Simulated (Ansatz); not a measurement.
Starting cell, TaN (space group P-6m2):

```yaml
crystal:
  lattice:
    - [5.81299, 0.00000, 0.00000]
    - [-1.45325, 2.51710, 0.00000]
    - [2.90649, 0.00000, 2.85178]
  atoms:
    - { symbol: Ta, position: [0.75000, 0.00000, 0.50000] }
    - { symbol: Ta, position: [0.25000, 0.00000, 0.50000] }
    - { symbol: N, position: [0.33333, 0.33333, 0.00000] }
    - { symbol: N, position: [0.83333, 0.33333, 0.00000] }
```

The atoms are displaced by Q × the pattern below (from a DFPT mode at L = (0.5, 0.0, 0.5), largest move 1; Q in Å), at fixed cell. (q is in reciprocal vectors of the primitive cell; the cell shown is doubled to hold the pattern.)

| atom | x | y | z |
|---|---|---|---|
| Ta1 | 0.000 | 0.000 | 0.030 |
| Ta2 | 0.000 | 0.000 | -0.030 |
| N3 | 0.866 | 0.500 | 0.000 |
| N4 | -0.866 | -0.500 | 0.000 |

Computed with LDA (plane waves to 420 eV, PAW, scalar-relativistic; Ansatz, a quantum-chemistry and plane-wave program). k mesh 13×13×13 (Γ-centred), Fermi-Dirac smearing 0.05 eV. E stands for the smeared free energy. With partly filled bands, energies and forces of such displacements shift with the k mesh and the smearing. Spin-orbit coupling is left out, though Ta is heavy. TaN is run without spin polarisation. TaN was relaxed with its symmetry unable to fall. This is one of several known forms of TaN; the measured ambient cells at hand have space group No. 189. ΔE is measured from the undisplaced structure. The last digit holds for this mesh only.

```tsv
Q (Å)	ΔE (meV/cell)
-0.2800	withheld
-0.2333	1071.9
-0.1867	679.6
-0.1400	379.3
-0.0933	167.6
-0.0467	41.8
0.0000	0.0
0.0467	41.8
0.0933	167.6
0.1400	379.3
0.1867	679.6
0.2333	1071.9
0.2800	withheld
```

Q: Fit an even polynomial form (powers 2, 4) to the given rows and predict ΔE at Q = 0.2800.

A: Least squares on the 11 given rows: ΔE = (19160)·Q² + (9863)·Q⁴, in meV/cell with Q in Å; root-mean-square residual 0.13 meV/cell. At 0.2800 the fit gives 1562.8 meV/cell; the calculation gives 1560.3 meV/cell, so the extrapolation is off by 2.5 (+0.2 %). The quadratic term alone would give 1502.1 meV/cell.

(For displaced atoms, the force is minus the slope of the energy, and its curvature is a force constant, which sets phonon frequencies.)
